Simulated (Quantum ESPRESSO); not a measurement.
Inputs of pw.x and gipaw.x (a modified build of Quantum ESPRESSO, PBE) for Rb₂ScCuF₆; the starting potential comes from an earlier run on another mesh:

```
&CONTROL
  calculation = 'scf'
  prefix = 'x'
  pseudo_dir = './pseudo'
  outdir = './out'
  tprnfor = .true.
/
&SYSTEM
  ibrav = 0
  nat = 10
  ntyp = 4
  ecutwfc = 45
  ecutrho = 180
  occupations = 'fixed'
  nbnd = 45
/
&ELECTRONS
  conv_thr = 1e-11
  startingpot = 'file'
/
ATOMIC_SPECIES
Rb 85.468 Rb.GGA_PBE-JTH.UPF
Sc 44.956 Sc.GGA_PBE-JTH.UPF
Cu 63.546 Cu.GGA_PBE-JTH.UPF
F 18.998 F.GGA_PBE-JTH.UPF
CELL_PARAMETERS angstrom
    0.000000000000     4.332795000000     4.332795000000
    4.332795000000     0.000000000000     4.332795000000
    4.332795000000     4.332795000000     0.000000000000
ATOMIC_POSITIONS crystal
Rb     0.750000000000     0.750000000000     0.750000000000
Rb     0.250000000000     0.250000000000     0.250000000000
Sc     0.000000000000     0.000000000000    -0.000000000000
Cu     0.500000000000     0.500000000000     0.500000000000
F      0.764140000000     0.235860000000     0.235860000000
F      0.235860000000     0.764140000000     0.764140000000
F      0.235860000000     0.764140000000     0.235860000000
F      0.764140000000     0.235860000000     0.764140000000
F      0.235860000000     0.235860000000     0.764140000000
F      0.764140000000     0.764140000000     0.235860000000
K_POINTS automatic
5 5 5 1 1 1
```

```
&INPUTGIPAW
  job = 'nmr'
  prefix = 'x'
  tmp_dir = './out/'
  restart_mode = 'from_scratch'
  pawproj(1) = .true.
  pawproj(2) = .true.
  pawproj(3) = .true.
  pawproj(4) = .true.
  use_nmr_macroscopic_shape = .false.
/
```

The geometry is a computed Materials Project entry, not a measured one. It is Rb2ScCuF6 in Fm-3m; whether this form has been observed was not checked. Stability against distortions was not tested. The run has no spin polarisation.

Task: Give the final section of the GIPAW output.

Result: 
```
     f-sum rule (should be   -69.2819):
           -69.2834          0.0000          0.0000
             0.0000        -69.2834          0.0000
             0.0000          0.0000        -69.2834

     Total NMR chemical shifts in ppm: ---------------------------------------
     (adopting the Simpson convention for anisotropy and asymmetry)-----------

     Atom  1  Rb  pos: (  1.060660  1.060660  1.060660)  Total sigma:        3173.64
          3173.6351          0.0000          0.0000
            -0.0000       3173.6351          0.0000
             0.0000          0.0000       3173.6351

     Rb      1    anisotropy:     -0.00    eta:    0.0000

     Atom  2  Rb  pos: (  0.353553  0.353553  0.353553)  Total sigma:        3173.64
          3173.6351          0.0000         -0.0000
             0.0000       3173.6351          0.0000
            -0.0000          0.0000       3173.6351

     Rb      2    anisotropy:      0.00    eta:    0.0000

     Atom  3  Sc  pos: (  0.000000  0.000000  0.000000)  Total sigma:         733.49
           733.4858         -0.0000          0.0000
             0.0000        733.4858          0.0000
            -0.0000          0.0000        733.4858

     Sc      3    anisotropy:     -0.00    eta:    0.0000

     Atom  4  Cu  pos: (  0.707107  0.707107  0.707107)  Total sigma:        1786.07
          1786.0740          0.0000         -0.0000
             0.0000       1786.0740         -0.0000
            -0.0000         -0.0000       1786.0740

     Cu      4    anisotropy:      0.00    eta:    0.0000

     Atom  5  F   pos: (  0.333556  0.707107  0.707107)  Total sigma:         176.98
           335.3262          0.0000         -0.0000
             0.0000         97.8035         -0.0000
            -0.0000         -0.0000         97.8035

     F       5    anisotropy:    237.52    eta:    0.0000

     Atom  6  F   pos: (  1.080657  0.707107  0.707107)  Total sigma:         176.98
           335.3262          0.0000         -0.0000
             0.0000         97.8035          0.0000
            -0.0000         -0.0000         97.8035

     F       6    anisotropy:    237.52    eta:    0.0000

     Atom  7  F   pos: (  0.707107  0.333556  0.707107)  Total sigma:         176.98
            97.8035          0.0000          0.0000
            -0.0000        335.3262         -0.0000
             0.0000          0.0000         97.8035

     F       7    anisotropy:    237.52    eta:    0.0000

     Atom  8  F   pos: (  0.707107  1.080657  0.707107)  Total sigma:         176.98
            97.8035          0.0000          0.0000
             0.0000        335.3262          0.0000
            -0.0000          0.0000         97.8035

     F       8    anisotropy:    237.52    eta:    0.0000

     Atom  9  F   pos: (  0.707107  0.707107  0.333556)  Total sigma:         176.98
            97.8035          0.0000         -0.0000
            -0.0000         97.8035         -0.0000
            -0.0000         -0.0000        335.3262

     F       9    anisotropy:    237.52    eta:    0.0000

     Atom 10  F   pos: (  0.707107  0.707107  1.080657)  Total sigma:         176.98
            97.8035         -0.0000          0.0000
            -0.0000         97.8035         -0.0000
            -0.0000          0.0000        335.3262

     F      10    anisotropy:    237.52    eta:    0.0000
```
The printed anisotropy is 3/2 (σ_33 − σ_iso) in the program's own order; the axes are left out here. Anisotropies that symmetry doesn't fix are less certain than the isotropic values. Shieldings are absolute and leave out the bulk-susceptibility term; a larger σ means a smaller chemical shift. In our sweeps, cutoffs and meshes of this size left a few ppm, and up to some 20 ppm on atoms from Zn on. Spin–orbit coupling is left out; its weight grows with the heaviest atom, Rb here. PBE places the empty d or f states of Sc too low, which is known to distort σ on and beside such ions. The structure is static (0 K, no zero-point motion).
